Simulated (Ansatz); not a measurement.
BaTiO3 in space group Amm2 (No. 38; Ba on 2a, Ti on 2b, O on 4e, O on 2a) under volume change, the program Ansatz at the LDA level (PAW), shape and atoms relaxed at each volume.

```
V (Å³/atom)  E − E(relaxed) (meV/atom)  P (GPa)
-----------  -------------------------  -------
11.168                            61.9    20.62
11.536                            24.7    12.02
11.904                             5.5     5.05
12.273                             0.0     0.00
12.641                             4.6    -3.88
13.009                            17.0    -6.72
13.377                            34.9    -8.76
```

What does a third-order Birch–Murnaghan fit give for V₀, B₀ and B′?

V₀ = 12.27 Å³/atom, B₀ = 149 GPa, B′ = 8.5.

This is a known low-temperature phase of the composition, computed here at zero pressure and temperature. The LDA relaxation kept the symmetry of its start. At this level the phase is dynamically unstable (imaginary phonons). The run is not spin-polarised. Scalar-relativistic: spin–orbit coupling is off unless named, which matters more the heavier the elements.

Potentials: the later of the program's two PAW sets.
